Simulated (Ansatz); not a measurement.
# Structures of Ta₂Re: which is lowest?

Plane-wave DFT in Ansatz with scalar-relativistic PAW potentials, cutoff 420 eV, Γ-centred meshes chosen by cell and gap, Gaussian smearing with energies taken to zero width. Every cell was relaxed (cell and atoms) in a run of its own, within the symmetry of its start. Functional: PBE.

Relaxed structures (starts from databases or built by putting these elements on another compound's sites):
A. I4_1/amd, 6 atoms in the computed cell, a = 5.168 Å, c = 8.339 Å; sites (symmetry × multiplicity) Ta 2mm. × 8, Re -4m2 × 4; start: built
B. P6/mmm, 3 atoms in the computed cell, a = 4.767 Å, c = 2.628 Å; sites (symmetry × multiplicity) Ta -6m2 × 2, Re 6/mmm × 1; start: built

Rank them by energy. Could pressure change the order?

```csv
structure,group,E − E(lowest) (meV/atom),V (Å³/atom),gap on mesh (eV)
B,P6/mmm,0.0,17.24,0.00
A,I4_1/amd,364,18.56,0.00
```

B is lowest, 364 meV/atom under A. The lowest is also the densest of these, so pressure wouldn't bring one of the others in at first order. Other structures may lie lower than all of these, and vibrations aren't counted.

Spin-orbit coupling is left out, which matters for the bands of heavy elements.